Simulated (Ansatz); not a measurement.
Is this Al₃Fe₂Co structure stable?

The cell was found from a structure generator's guess, not taken from experiment.

Theory: DFT PBE, scalar-relativistic, plane waves, PAW in Ansatz. Settings of the last relaxation (6-atom cell): 420 eV, 12×12×8 k points, Gaussian smearing of 0.10 eV, collinear spin.

Space group P-3m1 (No. 164). a = 4.053 Å, b = 4.053 Å, c = 4.960 Å, α = 90.00°, β = 90.00°, γ = 120.00°
| atom | site | symmetry | x | y | z |
| --- | --- | --- | --- | --- | --- |
| Al | 1a | -3m. | 0.0000 | 0.0000 | 0.0000 |
| Al | 2d | 3m. | 0.3333 | 0.6667 | 0.6640 |
| Fe | 2d | 3m. | 0.6667 | 0.3333 | 0.8381 |
| Co | 1b | -3m. | 0.0000 | 0.0000 | 0.5000 |

Formation energies are uncorrected and refer to the elements' standard structures at the same level.

Task: These tests were run: energy against the elements; phonons on a 2×2×2 q mesh; elastic tensor. What do they show?

Result:

```csv
test,result
energy against the elements,−0.41 eV/atom
phonons on a 2×2×2 q mesh,no imaginary mode on the mesh
elastic tensor,least eigenvalue 67 GPa
```

It fails none of these tests. Whether a mixture of other phases lies lower isn't tested here.

The magnetic state reached may not be the lowest. The run for the phonons used a 12×12×8 k mesh and Gaussian smearing of 0.20 eV. The run for the elastic tensor used a 12×12×8 k mesh and Gaussian smearing of 0.20 eV. The cell carries site moments Fe 0.6 (×2) μB.
